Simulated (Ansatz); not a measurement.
K2LiCuF6 in space group Fm-3m (No. 225; K on 8c, Li on 4b, Cu on 4a, F on 24e), r²SCAN (plane waves, PAW; program Ansatz). The conduction-band minimum lies at X, with 3 equivalent valleys. Second derivatives d²E/dk² of the lowest band at one valley (eV·Å²), along Cartesian directions:

```
direction  d²E/dk²
---------  -------
[100]        2.568
[010]        2.908
[001]        2.908
[110]        2.738
[101]        2.738
[011]        2.908
```

Task: Find the principal effective masses, the density-of-states mass and the conductivity mass.

Result: Off-diagonal terms follow from H_xy = H[110] − (H_xx + H_yy)/2, and m*/mₑ = 7.620 eV·Å² over each eigenvalue: 2.6, 2.6, 3.0. One valley's DOS mass (m₁m₂m₃)^(1/3) = 2.7, conductivity mass 3/(Σ 1/mᵢ) = 2.7 mₑ.

Task: What effective density of states Nc follows at 300 K for parabolic valleys?

Result: Nc = 2.509e19 × 3 × (2.7)^(3/2) / 2 (one spin channel) ≈ 1.7e20 cm⁻³.

The first step of the workflow began from a Materials Project structure, measured or hypothetical; the Crystallography Open Database copy checked does not list it. Its standing as an ambient phase is unchecked. The cell was relaxed with r²SCAN under the symmetry of its start; its stability against distortions is not shown here. Spin order of the final state: ferromagnetic, chosen from 3 collinear starts compared on coarse meshes (ties went to the first, and starts can fall back to one state), not a proven ground state. Other orbital occupations within this spin state were not tried. No Hubbard U is applied.

Potentials: the later of the program's two PAW sets.

Edges and masses are those of Kohn–Sham bands, whose gap is no quasiparticle gap.
